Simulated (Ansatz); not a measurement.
Input and command of a plane-wave DFT calculation in Ansatz:

```yaml
crystal:
  lattice:
    - [5.096756011, 0.0, 0.0]
    - [-2.5483780055, 4.4139201824, 0.0]
    - [0.0, 0.0, 8.3481008408]
  atoms:
    - { symbol: Rb, position: [0.3333333333, 0.6666666667, 0.25] }
    - { symbol: Rb, position: [0.6666666667, 0.3333333333, 0.75] }
basis:
  ecutwfc: 500
kpoints:
  mp_grid: { grid: [12, 12, 6] }
hamiltonian:
  xc: r2scan
scf:
  occupations: { method: gaussian, width: 0.1 }
output:
  forces: true
  stress: true
  eigenvalues: true
relax:
  adjacent_minimum: "off"
  f_tol: 0.01
  max_steps: 60
  cell: { stress_tol: 0.1 }
```

```bash
ansatz run input.yaml --threads 1 --pin off --max-ram 2560MiB --backend cpu --events-out ev --progress --plain --runs-dir out
```

Processor: Arm Neoverse V1, 1 thread, on a host shared with other jobs.

**Question.** Estimate time, memory and problem size.

**Answer.** About 55 s on 1 thread of Arm Neoverse V1 (shared host), peak memory 0.92 GiB. It solves 13 bands at 76 k points (the mesh reduced by symmetry) with about 4735 plane waves (on the last cell), in 13 SCF iterations over 2 ionic steps.
